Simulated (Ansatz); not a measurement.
Suppose Zn2B takes space group Fm-3m (No. 225), with Zn on 8c; B on 4b.

All numbers below come from DFT PBE, scalar-relativistic, plane waves, PAW (Ansatz 0.2.0). Cutoff 420 eV, Γ-centred mesh, Gaussian smearing, no spin polarisation.

Formation energies are uncorrected and refer to the elements' standard structures at the same level.

Problem. Predict the relaxed structure.

Solution.

Space group Fm-3m (No. 225). a = 5.291 Å, b = 5.291 Å, c = 5.291 Å, α = 90.00°, β = 90.00°, γ = 90.00°
| atom | site | symmetry | x | y | z |
| --- | --- | --- | --- | --- | --- |
| Zn | 8c | -43m | 0.2500 | 0.7500 | 0.7500 |
| B | 4b | m-3m | 0.5000 | 0.0000 | 0.0000 |

It has the anti-fluorite type. Zn is surrounded by 4 B at 2.29 Å and 6 Zn at 2.65 Å; B has 8 Zn at 2.29 Å.

Problem. And its energy and gap?

Solution. The energy over the elements is +0.34 eV/atom and the gap on the 16×16×16 mesh of the 3-atom cell is 0 eV (a metal). A positive value: parting into the elements would lower its energy.

The last run used Gaussian smearing of 0.10 eV. The cell is a metal run without spin; a magnetic state may lie lower. A structure relaxed within its symmetry needn't be a true minimum.
